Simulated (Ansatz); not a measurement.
Zr₂CuSb₃ in space group P-4m2 (No. 115; Cu on 1a, Zr on 2g, Sb on 1b, Sb on 2g), r²SCAN (plane waves, PAW; program Ansatz), all energies at zero smearing, with the estimated change up to a 700 eV cutoff added, with one set of potentials and settings (totals compare only within such a set). Cell of 6 atoms (1 Cu, 2 Zr, 3 Sb): -34521.866 eV.

| element | reference phase | E (eV/atom) |
|---|---|---|
| Cu | Fm-3m, 1 atoms in the cell | -6631.2396 |
| Zr | P6_3/mmc, 2 atoms in the cell | -4195.0260 |
| Sb | R-3m, 2 atoms in the cell | -6499.1272 |

Formation energy per atom, worked out: (-34521.866 − 1×(-6631.2396) − 2×(-4195.0260) − 3×(-6499.1272))/6 = -0.532 eV/atom (-51 kJ per mol of atoms), at 0 K, without zero-point energy or fitted corrections.

The workflow started from an entry of the Crystallography Open Database (COD). Its standing as an ambient phase is unchecked. The cell was relaxed with r²SCAN under the symmetry of its start; whether a distortion lowers the energy is not shown. The run is not spin-polarised. The references are the lowest solids computed at this level, not always the standard phases. Spin–orbit coupling is left out wherever it is not named.

Potentials: the later of the program's two PAW sets.
